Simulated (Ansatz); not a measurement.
A: W (bcc, W type), a = b = c = 3.1693 Å, α = β = γ = 90.00°
B: HfO₂ (fluorite), a = 5.0585 Å, b = 5.0585 Å, c = 5.0585 Å, α = 90.00°, β = 90.00°, γ = 90.00°
C: Al (fcc, Cu type), a = 3.9920 Å, b = 3.9920 Å, c = 3.9920 Å, α = 90.00°, β = 90.00°, γ = 90.00°
D: CuI (zinc blende), a = b = c = 6.0230 Å, α = β = γ = 90.00°
E: CoSi$_{2}$ (fluorite type, space group Fm-3m), a = b = c = 5.315 Å, α = β = γ = 90.00°

Scan: energy against volume (even scaling of the relaxed cell, symmetry kept). All come from one method, each on a k mesh of its own. All were relaxed with their symmetry unable to fall. CoSi2 is run without spin polarisation. CuI is run without spin polarisation. HfO2 is run without spin polarisation. Spin-orbit coupling is left out. This is a high-temperature form of HfO2. W is run without spin polarisation.

Q: Put the candidates in order of bulk modulus (fitted), highest first, for r2SCAN (plane waves to 500 eV, PAW, scalar-relativistic; Ansatz, an electronic-structure program).

A: A (318 GPa), B (271 GPa), E (196 GPa), C (91.3 GPa), D (43.8 GPa)

(A scan under strain: stresses follow from slopes of the energy per volume, elastic moduli from its curvatures.)
